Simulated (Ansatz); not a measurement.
Relaxation of a randomly generated symmetric cell of WSe2 (space group No. 65); 3 atoms in the cell, which starts as Cmmm (No. 65), oS6; a = 4.586 Å, b = 4.893 Å, c = 6.333 Å, α = β = γ = 90.00°. All values below come from r2SCAN (plane waves to 500 eV, PAW, scalar-relativistic; Ansatz, an electronic-structure program). Γ-centred k-mesh 7×7×4 on the run's cell (coarser than for final values), Fermi–Dirac smearing 0.05 eV. This is the first round of the run. 

The optimiser's lines from the output (shortened; P is positive under compression):

```
relax step   1: F+E_penalty+E_count = -21345.06848640 eV  Δ(F+E_penalty+E_count) = +0.000e0 eV  max|allowed force component| = 3.411e-28 eV/Å  Δτ_max = 0.0000 Å  P = +5.560 GPa  Ω = 71.047 Å³  (10 SCF iters, dr2 threshold 1.00e-7 eV, accepted)
relax step   2: F+E_penalty+E_count = -21345.77104953 eV  Δ(F+E_penalty+E_count) = -7.026e-1 eV  max|allowed force component| = 1.578e-30 eV/Å  Δτ_max = 0.0000 Å  P = -0.768 GPa  Ω = 71.686 Å³  (9 SCF iters, dr2 threshold 3.00e-7 eV, accepted)
relax step   3: F+E_penalty+E_count = -21346.31220520 eV  Δ(F+E_penalty+E_count) = -5.412e-1 eV  max|allowed force component| = 1.315e-30 eV/Å  Δτ_max = 0.0000 Å  P = -3.164 GPa  Ω = 70.017 Å³  (8 SCF iters, dr2 threshold 3.00e-7 eV, accepted)
relax step   4: F+E_penalty+E_count = -21346.87345629 eV  Δ(F+E_penalty+E_count) = -5.613e-1 eV  max|allowed force component| = 1.052e-29 eV/Å  Δτ_max = 0.0000 Å  P = -4.090 GPa  Ω = 67.714 Å³  (8 SCF iters, dr2 threshold 3.00e-7 eV, accepted)
relax step   5: F+E_penalty+E_count = -21347.44336429 eV  Δ(F+E_penalty+E_count) = -5.699e-1 eV  max|allowed force component| = 2.112e-30 eV/Å  Δτ_max = 0.0000 Å  P = -3.994 GPa  Ω = 65.048 Å³  (7 SCF iters, dr2 threshold 3.00e-7 eV, accepted)
relax step   6: F+E_penalty+E_count = -21348.01312218 eV  Δ(F+E_penalty+E_count) = -5.698e-1 eV  max|allowed force component| = 2.103e-30 eV/Å  Δτ_max = 0.0000 Å  P = -3.015 GPa  Ω = 62.262 Å³  (8 SCF iters, dr2 threshold 3.00e-7 eV, accepted)
relax step   7: F+E_penalty+E_count = -21348.55370345 eV  Δ(F+E_penalty+E_count) = -5.406e-1 eV  max|allowed force component| = 2.104e-30 eV/Å  Δτ_max = 0.0000 Å  P = -0.308 GPa  Ω = 59.381 Å³  (8 SCF iters, dr2 threshold 3.00e-7 eV, accepted)
relax step   8: F+E_penalty+E_count = -21349.07850884 eV  Δ(F+E_penalty+E_count) = -5.248e-1 eV  max|allowed force component| = 1.578e-30 eV/Å  Δτ_max = 0.0000 Å  P = +0.818 GPa  Ω = 58.666 Å³  (8 SCF iters, dr2 threshold 3.00e-7 eV, accepted)
relax step   9: F+E_penalty+E_count = -21349.61479153 eV  Δ(F+E_penalty+E_count) = -5.363e-1 eV  max|allowed force component| = 1.841e-30 eV/Å  Δτ_max = 0.0000 Å  P = +5.007 GPa  Ω = 56.783 Å³  (8 SCF iters, dr2 threshold 3.00e-7 eV, accepted)
relax step  10: F+E_penalty+E_count = -21350.12421819 eV  Δ(F+E_penalty+E_count) = -5.094e-1 eV  max|allowed force component| = 3.155e-30 eV/Å  Δτ_max = 0.0000 Å  P = +3.673 GPa  Ω = 57.502 Å³  (8 SCF iters, dr2 threshold 3.00e-7 eV, accepted)
relax step  11: F+E_penalty+E_count = -21350.97370203 eV  Δ(F+E_penalty+E_count) = -8.495e-1 eV  max|allowed force component| = 6.048e-30 eV/Å  Δτ_max = 0.0000 Å  P = +9.366 GPa  Ω = 54.930 Å³  (7 SCF iters, dr2 threshold 3.00e-7 eV, accepted)
relax step  12: F+E_penalty+E_count = -21351.47664626 eV  Δ(F+E_penalty+E_count) = -5.029e-1 eV  max|allowed force component| = 2.104e-30 eV/Å  Δτ_max = 0.0000 Å  P = +14.941 GPa  Ω = 53.633 Å³  (7 SCF iters, dr2 threshold 3.00e-7 eV, accepted)
relax step  13: F+E_penalty+E_count = -21351.68889615 eV  Δ(F+E_penalty+E_count) = -2.122e-1 eV  max|allowed force component| = 2.104e-30 eV/Å  Δτ_max = 0.0000 Å  P = -2.269 GPa  Ω = 59.778 Å³  (7 SCF iters, dr2 threshold 3.00e-7 eV, accepted)
relax step  14: F+E_penalty+E_count = -21351.73176188 eV  Δ(F+E_penalty+E_count) = -4.287e-2 eV  max|allowed force component| = 5.916e-31 eV/Å  Δτ_max = 0.0000 Å  P = -0.281 GPa  Ω = 59.108 Å³  (7 SCF iters, dr2 threshold 3.00e-7 eV, accepted)
relax step  15: F+E_penalty+E_count = -21351.73561419 eV  Δ(F+E_penalty+E_count) = -3.852e-3 eV  max|allowed force component| = 2.104e-30 eV/Å  Δτ_max = 0.0000 Å  P = +0.201 GPa  Ω = 58.922 Å³  (6 SCF iters, dr2 threshold 3.00e-7 eV, accepted)
relax step  16: F+E_penalty+E_count = -21351.74237068 eV  Δ(F+E_penalty+E_count) = -6.756e-3 eV  max|allowed force component| = 3.681e-30 eV/Å  Δτ_max = 0.0000 Å  P = -0.137 GPa  Ω = 59.057 Å³  (6 SCF iters, dr2 threshold 3.00e-7 eV, accepted)
relax step  17: F+E_penalty+E_count = -21351.74220605 eV  Δ(F+E_penalty+E_count) = +1.646e-4 eV  max|allowed force component| = 8.447e-30 eV/Å  Δτ_max = 0.0000 Å  P = +0.050 GPa  Ω = 58.961 Å³  (5 SCF iters, dr2 threshold 3.00e-7 eV, rejected (line search))
relax step  18: F+E_penalty+E_count = -21351.74266463 eV  Δ(F+E_penalty+E_count) = -2.940e-4 eV  max|allowed force component| = 8.152e-30 eV/Å  Δτ_max = 0.0000 Å  P = -0.039 GPa  Ω = 59.008 Å³  (8 SCF iters, accepted)
relax step  19: F+E_penalty+E_count = -21351.74268690 eV  Δ(F+E_penalty+E_count) = -2.227e-5 eV  max|allowed force component| = 7.626e-30 eV/Å  Δτ_max = 0.0000 Å  P = -0.002 GPa  Ω = 58.992 Å³  (5 SCF iters, dr2 threshold 1.76e-8 eV, accepted)
relax step  20: F+E_penalty+E_count = -21351.78333783 eV  Δ(F+E_penalty+E_count) = -4.065e-2 eV  max|allowed force component| = 8.415e-30 eV/Å  Δτ_max = 0.0000 Å  P = +1.051 GPa  Ω = 58.992 Å³  stress off target by 2.00e0 GPa  SCF on the basis re-selected at this cell (its energy is not comparable with the rows above)  (8 SCF iters)
relax step  21: F+E_penalty+E_count = -21351.78779515 eV  Δ(F+E_penalty+E_count) = -4.457e-3 eV  max|allowed force component| = 2.630e-30 eV/Å  Δτ_max = 0.0000 Å  P = +0.216 GPa  Ω = 59.449 Å³  (6 SCF iters, dr2 threshold 3.00e-7 eV, accepted)
relax step  22: F+E_penalty+E_count = -21351.78820048 eV  Δ(F+E_penalty+E_count) = -4.053e-4 eV  max|allowed force component| = 8.415e-30 eV/Å  Δτ_max = 0.0000 Å  P = -0.018 GPa  Ω = 59.577 Å³  (5 SCF iters, dr2 threshold 3.00e-7 eV, accepted)
relax step  23: F+E_penalty+E_count = -21351.78833450 eV  Δ(F+E_penalty+E_count) = -1.340e-4 eV  max|allowed force component| = 5.259e-30 eV/Å  Δτ_max = 0.0000 Å  P = +0.015 GPa  Ω = 59.561 Å³  (5 SCF iters, dr2 threshold 6.37e-8 eV, accepted)
relax step  24: F+E_penalty+E_count = -21351.78833850 eV  Δ(F+E_penalty+E_count) = -4.000e-6 eV  max|allowed force component| = 4.207e-30 eV/Å  Δτ_max = 0.0000 Å  P = -0.007 GPa  Ω = 59.571 Å³  (5 SCF iters, dr2 threshold 2.23e-9 eV, accepted)
relax step  25: F+E_penalty+E_count = -21351.78846556 eV  Δ(F+E_penalty+E_count) = -1.271e-4 eV  max|allowed force component| = 2.112e-30 eV/Å  Δτ_max = 0.0000 Å  P = -0.006 GPa  Ω = 59.571 Å³  stress off target by 1.62e-2 GPa  SCF on the basis re-selected at this cell (its energy is not comparable with the rows above)  (5 SCF iters)
```

From the first to the last row the energy changes by -2.24 eV/atom and the volume by -16.2 %. The last row is marked as not comparable with the walk above it, whose basis was carried along; it does compare with step 1, since both stand on a basis selected at the nominal cutoff for their own cell.

Energy and pressure jump between steps 19 and 20 at one geometry, where the plane-wave basis was selected anew. While the cell walks, the set of plane waves is carried along, so its effective cutoff drifts with the strain; re-selecting it at 500 eV moved the energy by -0.014 eV/atom and the pressure by 1.1 GPa. Only step 1 and rows on a re-selected basis compare with each other.

Step 17 was rejected by the optimiser.

Later rounds, restarted from the end of this one on a renewed k-mesh, logged 12 more steps. The final structure after all rounds: P4/mmm (No. 123), tP3; a = 4.3918 Å, b = 4.3918 Å, c = 3.0876 Å, α = 90.00°, β = 90.00°, γ = 90.00°. Between re-selections the logged energies stand on a plane-wave basis carried along with the cell. No spin polarisation in the result.

The run could not lower the symmetry of its start; a shaken copy of this end point relaxes with r2SCAN to Cmc2₁ (No. 36), 0.69 eV/atom lower.

The relaxed structure here is a generated cell of WSe2: the first start was made by a random draw of sites in a space group, and the end was not matched to a known phase here, so it may be hypothetical. Known forms of WSe2 include space group No. 194.
